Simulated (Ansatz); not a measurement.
## What a change of settings does: Al (bcc type)

First run: DFT, PBEsol, norm-conserving pseudopotentials, Ansatz's default files, scalar-relativistic (Ansatz 0.2.0).

Command: `ansatz run input.yaml --threads 1 --pin off --max-ram 2048MiB --backend cpu --events-out ev --progress --plain --runs-dir out` It took 1.6 s on 1 thread of AMD EPYC 7R43 64-Core Processor (Zen 3), on a shared host, peak memory 0.3 GiB.

```yaml
crystal:
  lattice:
    - [-1.605155371, 1.605155371, 1.605155371]
    - [1.605155371, -1.605155371, 1.605155371]
    - [1.605155371, 1.605155371, -1.605155371]
  atoms:
    - { symbol: Al, position: [0.0, 0.0, 0.0] }
kpoints:
  mp_grid: { grid: [17, 17, 17] }
scf:
  occupations: { method: fermi_dirac, width: 0.05 }
hamiltonian:
  xc: pbesol
  pseudopotentials: { kind: nc }
output:
  forces: true
  stress: true
  eigenvalues: true
```

The cell comes from a relaxation on PAW files under the same functional, begun from a prototype that needn't be the stable phase.

This run: the series' base cell.

It converges in 5 SCF iterations at a pressure of -0.10 GPa, cutoff 544 eV.

The input is then changed:

```diff
   occupations: { method: fermi_dirac, width: 0.05 }
+  mixing: { algorithm: msr1, beta: 0.5, ndim: 4 }
 hamiltonian:
   pseudopotentials: { kind: nc }
+  dispersion: d4
 output:
```

Problem. Predict the outcome of the changed run.

Solution. It converges in 5 SCF iterations at a pressure of -1.94 GPa, cutoff 544 eV. More than one line changes, and not each need have an effect. Results part of its log:
```
SCF 1 converged in 5 iterations: F = -63.234130 eV  dr2 = 1.78e-10
SCF converged after 5 iterations
Free energy (F): -63.234130 eV
Harris-Foulkes:  -63.234130 eV  (|F-HF|=5.42e-11)
Internal energy: -63.229654 eV  (E = F + TS)
E sigma→0 (E₀):  -63.231892 eV
Entropy (-TS):   -0.004476 eV (-4.476 meV/atom)
Fermi energy:    7.864960 eV
--- Per-component energies (eV) ---
  E_band       = 10.365565
  E_kinetic    = 23.219987
  E_local      = 5.183132  (includes V_loc(G=0)·N_el)
  E_nonlocal   = 11.385953
  E_hartree    = 0.062137
  E_xc         = -29.425045
  E_vxc        = -29.547785  (∫ρ·V_xc dr)
  E_ewald      = -73.455980
  E_disp       = -0.199838  (pairwise vdW)
  E_smearing   = -0.004476  (= −TS)
  E_closure    = -0.000000  (closes the sum)
  Σ components = -63.234130   (vs F -63.234130, Δ=0.00e0)
--- Forces (eV/Å), atoms counted from 1 ---
  atom   1  Al    -0.00000000     0.00000000     0.00000000
  max |Σ_I F_I| component: 6.42e-33 eV/Å
--- Stress (GPa, compression-positive) ---
       -1.936615       0.000000      -0.000000
        0.000000      -1.936615      -0.000000
        0.000000       0.000000      -1.936615
  P = ⅓ Tr σ = -1.9366 GPa (-19.366 kbar)
--- Band table (eV; the first three rows and the last of 165) ---
  k-point 0: bands = ["-3.2641", "21.0847", "21.0847", "21.0847", "22.4407", "22.4407"]
  k-point 1: bands = ["-3.1648", "19.7965", "20.3148", "20.6767", "22.0373", "22.9744"]
  k-point 2: bands = ["-2.8671", "17.5192", "19.2661", "19.7969", "21.1849", "22.2996"]
  k-point 164: bands = ["8.7742", "9.7483", "9.7483", "10.8861", "11.6090", "13.6699"]
```
